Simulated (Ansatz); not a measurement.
## Response properties of NaHF₂ (R-3m)

Conventional cell: a = 3.478 Å, b = 3.478 Å, c = 13.732 Å, α = 90.00°, β = 90.00°, γ = 120.00°. Na (atom 1) has 6 F at 2.31 Å as nearest neighbours. H (atom 2) is surrounded by 2 F at 1.14 Å. Around F (atom 3) lie 1 H at 1.14 Å.

Ansatz runs use the cell relaxed by PAW under their functional.

**Question.** What are its gap and electron mass? (PBEsol, all-electron LAPW in Ansatz 0.2.0, scalar-relativistic; a = 3.478, c = 13.732 Å; k mesh 8×8×8, fixed occupations, basis error target 1 meV/atom)

**Answer.** Kohn-Sham band edges (the gap between refined extrema, the direct gap on the fine mesh): gap = 6.90 eV, least direct gap = 7.06 eV, electron conductivity mass = 0.620 mₑ, ε∞ without local fields (PAW) = 1.78.

**Question.** How does it vibrate? (PBEsol, all-electron LAPW in Ansatz 0.2.0, scalar-relativistic; a = 3.478, c = 13.732 Å; k mesh 8×8×8, fixed occupations, basis error target 1 meV/atom; q mesh 1×1×1)

**Answer.** Harmonic phonons by finite displacements (no LO-TO term; negative means unstable): highest mode = 1649 cm⁻¹, lowest optical at Γ = 151 cm⁻¹.

**Question.** How does it screen a field? (PBEsol, PAW on Ansatz 0.2.0's default frozen-core files (fitted under PBE), scalar-relativistic; a = 3.478, c = 13.732 Å; k mesh 8×8×8, fixed occupations, cutoff 420 eV)

**Answer.** Dielectric response and Born charges by linear response (direction means): ε∞ = 1.73, largest |Z*| = 1.04 e, ε₀ = 4.8.

**Question.** How much do local fields and the kernel change ε∞?

**Answer.** From 1.78 (independent particles) to 1.73 (linear response), -3 %. The two sums use different k meshes, so a part of a few per cent can be the mesh's.

Limits of these numbers: semilocal gaps are low, and light masses and ε∞ follow the gap (band edges); zone-boundary modes aren't tested (phonons, field response); frozen-core PAW files fitted under PBE, their cores solved anew for the functional of the run (field response); semilocal gaps are low, so ε∞ comes out large.
